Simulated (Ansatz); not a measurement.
Calculated with Ansatz: FeBiOs3, settings compared

Launch command:

```bash
ansatz run input.yaml --threads 1 --pin off --max-ram 2560MiB --backend cpu --events-out ev --progress --plain --runs-dir out
```

The input file (Ansatz 0.2.0, plane waves):

```yaml
crystal:
  lattice:
    - [3.076088, 5.327936, 0.0]
    - [-3.076088, 5.327936, 0.0]
    - [0.0, -3.551958, 5.089374]
  atoms:
    - { symbol: Bi, position: [0.0, 0.0, 0.0] }
    - { symbol: Bi, position: [0.5, 0.5, 0.5] }
    - { symbol: Fe, position: [0.2212, 0.2212, 0.6636] }
    - { symbol: Fe, position: [0.7212, 0.7212, 0.1636] }
    - { symbol: Os, position: [0.3973, 0.5233, 0.8629] }
    - { symbol: Os, position: [0.9423, 0.3973, 0.8629] }
    - { symbol: Os, position: [0.5233, 0.9423, 0.8629] }
    - { symbol: Os, position: [0.4423, 0.0233, 0.3629] }
    - { symbol: Os, position: [0.0233, 0.8973, 0.3629] }
    - { symbol: Os, position: [0.8973, 0.4423, 0.3629] }
  symmetry: { tolerance: 0.0003 }
kpoints:
  mp_grid: { grid: [4, 4, 4], shift: [0, 0, 0] }
magnetization:
  spin_polarized: false
scf:
  occupations: { method: fermi_dirac, width: 0.0618 }
hamiltonian:
  pseudopotentials: { kind: paw }
  xc: pbe
basis:
  ecutwfc: 420
output:
  forces: true
  stress: true
  eigenvalues: true
```

Origin of the cell: a known structure type with other elements, at an estimated volume, so it need not be a known compound.

Output of this run (shortened):

```
SCF iter   1: F=—  HF=-102042.731651 eV  Δρ=1.24e-2  dr2=1.66e-1  defer=11
SCF iter   2: F=—  HF=-102042.713375 eV  Δρ=5.97e-3  dr2=4.39e-2  defer=14
SCF iter   3: F=—  HF=-102042.707856 eV  Δρ=9.43e-4  dr2=1.60e-3  defer=14
SCF iter   4: F=—  HF=-102042.707711 eV  Δρ=2.96e-4  dr2=1.43e-4  defer=14
SCF iter   5: F=—  HF=-102042.707692 eV  Δρ=6.85e-5  dr2=9.03e-6  defer=14
SCF iter   6: F=—  HF=-102042.707887 eV  Δρ=3.13e-5  dr2=1.56e-6  defer=14
SCF iter   7: F=—  HF=-102042.707887 eV  Δρ=1.09e-5  dr2=1.70e-7  defer=14
SCF iter   8: F=-102042.707887 eV  HF=-102042.707887 eV  Δρ=3.10e-6  dr2=2.44e-8
SCF 1 converged in 8 iterations: F = -102042.707887 eV  dr2 = 2.44e-8
SCF converged after 8 iterations
Free energy (F): -102042.707887 eV
Harris-Foulkes:  -102042.707887 eV  (|F-HF|=6.69e-9)
Internal energy: -102042.571372 eV  (E = F + TS)
E sigma→0 (E₀):  -102042.639630 eV
Entropy (-TS):   -0.136515 eV (-13.652 meV/atom)
Fermi energy:    19.881479 eV
--- Per-component energies (eV) ---
  E_band       = -1275.215560
  E_kinetic    = 4744.741843
  E_local      = -15229.895543  (includes V_loc(G=0)·N_el)
  E_nonlocal   = 1546.900268
  E_hartree    = 6204.189575
  E_xc         = -2145.195641
  E_vxc        = -2305.888131  (∫ρ·V_xc dr)
  E_paw        = -78139.005998  (= ΣΔE_a)
  E_vpaw       = -2439.442861  (= ΣTr[D̂ρ^β])
  E_aug_tail   = 0.000226  (compensation charges beyond the density's cutoff)
  E_ewald      = -19024.306102
  E_smearing   = -0.136515  (= −TS)
  Σ components = -102042.707887   (vs F -102042.707887, Δ=0.00e0)
--- Forces (eV/Å), atoms counted from 1 ---
  atom   1  Bi    -0.000000     0.000000    -5.746420
  atom   2  Bi    -0.000000     0.000000    -5.746420
  atom   3  Fe    -0.000000    -0.000000     0.538880
[… 2 lines left out …]
  atom   6  Os     0.089567    -0.684273     1.735839
  atom   7  Os     0.547815     0.419704     1.735839
  atom   8  Os    -0.547815     0.419704     1.735839
  atom   9  Os     0.637381     0.264569     1.735839
  atom  10  Os    -0.089567    -0.684273     1.735839
  max |Σ_I F_I| component: 4.42e-5 eV/Å
--- Stress (GPa, compression-positive) ---
       29.096367       0.000000      -0.000000
        0.000000      29.096367      -0.000000
       -0.000000      -0.000000      30.316275
  P = ⅓ Tr σ = 29.5030 GPa (295.030 kbar)
```

The same input was run again with these changes:

1. `basis.ecutrho_ratio` default → 12
2. `scf.eigensolver.kind` default → davidson; `scf.occupations.width` 0.0618 → 0.001
3. `kpoints.mp_grid.grid` [4, 4, 4] → [3, 3, 3]; `crystal.symmetry` { tolerance: 0.0003 } → { detect: false }
4. `kpoints.mp_grid.grid` [4, 4, 4] → [3, 3, 3]; `basis.ecutwfc` 420 → "450 eV"

```
 run        end  SCF iterations  P (GPa)  max force component (eV/Å)  moment (μB)  ΔE(σ→0) (meV/atom)
base  converged               8    29.50                       5.746            –                   0
   1  converged               8    29.50                       5.746            –                0.01
   2  converged               8    29.39                       5.778            –               -0.34
   3  converged               8    29.53                       5.714            –               -4.12
   4  converged               8    29.52                       5.713            –               -5.18
```

Energies are compared only where functional, datasets, charge and starting cell are the same.

Not properties of the system: run 3 (too coarse or loose: `kpoints.mp_grid.grid` = [3, 3, 3]), run 4 (too coarse or loose: `kpoints.mp_grid.grid` = [3, 3, 3]).

Caveats of the base run: no spin polarisation, so a magnetic state may lie lower; no spin-orbit coupling, though heavy elements are present; the given cell is far from equilibrium, with atoms too close or a volume far off; the k mesh is coarse if the cell is a metal.

The base run ran for 20 s on 1 thread of Arm Neoverse V1, with other jobs on the host, peak memory 0.51 GiB, from the program's own first density.
